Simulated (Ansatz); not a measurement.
# Ca2Si, first-principles data

Ca$_{2}$Si:
```cif
data_Ca2Si
_chemical_formula_sum 'Ca2 Si1'
_space_group_name_H-M_alt 'P 1'
_space_group_IT_number 1
_cell_length_a 5.06287
_cell_length_b 5.06287
_cell_length_c 5.06287
_cell_angle_alpha 60.000
_cell_angle_beta 60.000
_cell_angle_gamma 60.000
loop_
_space_group_symop_operation_xyz
  'x, y, z'
loop_
_atom_site_label
_atom_site_type_symbol
_atom_site_fract_x
_atom_site_fract_y
_atom_site_fract_z
_atom_site_occupancy
Ca1 Ca 0.75000 0.75000 0.75000 1
Ca2 Ca 0.25000 0.25000 0.25000 1
Si1 Si 0.00000 0.00000 0.00000 1
```

Space group Fm-3m (No. 225), fluorite or antifluorite type; conventional cell a = 7.1600 Å, b = 7.1600 Å, c = 7.1600 Å, α = 90.00°, β = 90.00°, γ = 90.00°.

Method: plane-wave PAW r²SCAN (Ansatz code). Structure relaxed to zero pressure with the same functional. Other levels are named where they apply.

### Cell and energy

```yaml
volume_per_atom: 30.59 Å³
density: 1.96 g/cm³
Formation energy from the elements (no fitted shifts): -0.54 eV/atom
```

### Electronic structure

```yaml
band_gap: 0.78 eV (smallest direct gap 0.79 eV)
valence_band_maximum: on the X–U line, 96 % of the way from X
conduction_band_minimum: at X (3 equivalent valleys)
electron_effective_mass: 0.41, 0.41, 0.49 mₑ (principal values)
hole_effective_mass: 0.39, 5.5, 13 mₑ (principal values)
HSE06 gap on the r²SCAN cell: 1.02 eV
```

### Mechanics

```yaml
Bulk modulus (Birch–Murnaghan fit): 39.1 GPa
Pressure derivative B′: 3.8
```

### Charges

```yaml
bader_charges: Ca +1.34, Si -2.68 e
```

The first step of the workflow began from a Materials Project structure, measured or hypothetical; the Crystallography Open Database copy checked does not list it. Its standing as an ambient phase is unchecked. The cell was relaxed with r²SCAN under the symmetry of its start; whether a distortion lowers the energy is not shown. The references are the lowest solids computed at this level, not always the standard phases.

Potentials: the later of the program's two PAW sets.
